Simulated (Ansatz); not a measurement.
LiBr (rock salt, Fm-3m), the program Ansatz at the PBEsol level (PAW): ε∞ = 3.56, cell volume 39.61 Å³. Infrared-active transverse modes:

```json
[
 {"ω_TO (cm⁻¹)": "179.2", "oscillator strength S_xx (e²/amu)": "0.2338"}
]
```

**Question.** Compute the static dielectric constant.

**Answer.** Each mode adds (4.921e7/V) S/ω²: 9.04. So ε0 = 12.6.

**Question.** What LO frequency does the Lyddane–Sachs–Teller relation give?

**Answer.** ω_LO = ω_TO √(ε0/ε∞) = 337 cm⁻¹.

The PBEsol relaxation kept the symmetry of its start; of distortions, only those at the zone centre were tested. Spin–orbit coupling is left out wherever it is not named.

Potentials: the later of the program's two PAW sets.
